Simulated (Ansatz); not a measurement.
Relaxed-ion elastic tensor of Ag₂S (anti-fluorite, Fm-3m) in GPa (Voigt order), DFT-PBEsol in the program Ansatz with PAW potentials; density 7.29 g/cm³, 18.82 Å³ per atom.

```
91.1  77.5  77.5   0.0   0.0   0.0
77.5  91.1  77.5   0.0   0.0   0.0
77.5  77.5  91.1   0.0   0.0   0.0
 0.0   0.0   0.0  15.1   0.0   0.0
 0.0   0.0   0.0   0.0  15.1   0.0
 0.0   0.0   0.0   0.0   0.0  15.1
```

Task: Is the crystal mechanically stable?

Result: Yes: the smallest eigenvalue of C is 13.7 GPa.

Task: Work out the Voigt, Reuss and Hill averages.

Result: K_V = 82.0, K_R = 82.0, K_H = 82.0; G_V = 11.8, G_R = 10.2, G_H = 11.0 GPa.

Task: Give Young's modulus, Poisson's ratio, Pugh's ratio and the universal anisotropy index.

Result: E = 9KG/(3K + G) = 31.5 GPa; ν = 0.44; K/G = 7.47 (ductile by the Pugh limit of 1.75); A_U = 5G_V/G_R + K_V/K_R − 6 = 0.79.

Task: Estimate the sound speeds and the Debye temperature.

Result: v_l = √((K + 4G/3)/ρ) = 3640 m/s, v_t = √(G/ρ) = 1230 m/s, mean 1400 m/s; Θ = (h/k)(3n/4πV)^(1/3) v_m = 156 K.

Task: Give the Zener ratio and Young's modulus along [100], [110] and [111].

Result: A = 2C44/(C11 − C12) = 2.21; 1/E = S11 − 2(S11 − S12 − S44/2)Γ with Γ = 0, 1/4, 1/3 gives 19.9, 33.2, 42.7 GPa.

Task: Solve the Christoffel equation for the three sound speeds along [100], [110], [111].

Result: Eigenvalues of C_ijkl n_j n_l equal ρv². In km/s, slowest first: [100] 1.44, 1.44, 3.54; [110] 0.97, 1.44, 3.69; [111] 1.15, 1.15, 3.74.

The workflow started from a Materials Project entry (that database holds measured and hypothetical structures alike); the Crystallography Open Database copy checked does not list it. COD files the formula under space group No. 4, 14. Its standing as an ambient phase is unchecked. The PBEsol relaxation kept the symmetry of its start; whether a distortion lowers the energy is not shown. No spin polarisation was allowed. A small band overlap can be real or an error of a semilocal functional. As this level gives no gap, shear constants depend on the k-mesh and smearing (Fermi–Dirac, 0.1 eV here).

Potentials: the later of the program's two PAW sets.
